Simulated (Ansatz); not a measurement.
SnTe2 in space group R-3m (No. 166; Sn on 3a, Te on 6c) under volume change, plane-wave PAW PBE+D3(BJ) (Ansatz code), shape and atoms relaxed at each volume.

```csv
V (Å³/atom),E − E(relaxed) (meV/atom),P (GPa)
28.651,16.4,3.06
29.565,3.8,1.39
30.479,0.0,0.00
31.394,(withheld),(withheld)
32.308,(withheld),(withheld)
```

**Question.** Some entries are withheld; supply them.

**Answer.** 
- 31.394, E − E(relaxed) (meV/atom): 3.4
- 31.394, P (GPa): -1.16
- 32.308, E − E(relaxed) (meV/atom): 12.7
- 32.308, P (GPa): -2.08

**Question.** What does a third-order Birch–Murnaghan fit give for V₀, B₀ and B′?

**Answer.** V₀ = 30.48 Å³/atom, B₀ = 41.9 GPa, B′ = 5.4.

The cell is a constructed one: a structure type filled with these elements; neither database checked (COD, Materials Project) lists it. Its standing as an ambient phase is unchecked. The cell was relaxed with PBE+D3(BJ) under the symmetry of its start; its stability against distortions is not shown here. Spin–orbit coupling is left out wherever it is not named.

Potentials: the later of the program's two PAW sets.
